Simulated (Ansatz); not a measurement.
CaS (rock salt), relaxed and computed with several functionals in Ansatz (plane waves, PAW).

```
functional       a (Å)    gap (eV)  B₀ by P(V) fit (GPa)
----------  ----------  ----------  --------------------
LDA              5.564        1.97                  67.6
PBE              5.712        2.38                  57.0
HSE06       (withheld)  (withheld)            (withheld)
```

Q: Some entries are withheld; supply them.

A: 
- HSE06, a (Å): 5.699
- HSE06, gap (eV): 3.41
- HSE06, B₀ by P(V) fit (GPa): 60.1

All cells were relaxed under the symmetry of their starts (and spin orders); stability against distortions was not tested throughout.

Potentials: the later of the program's two PAW sets.

Ansatz (a first-principles code) is a plane-wave DFT program.
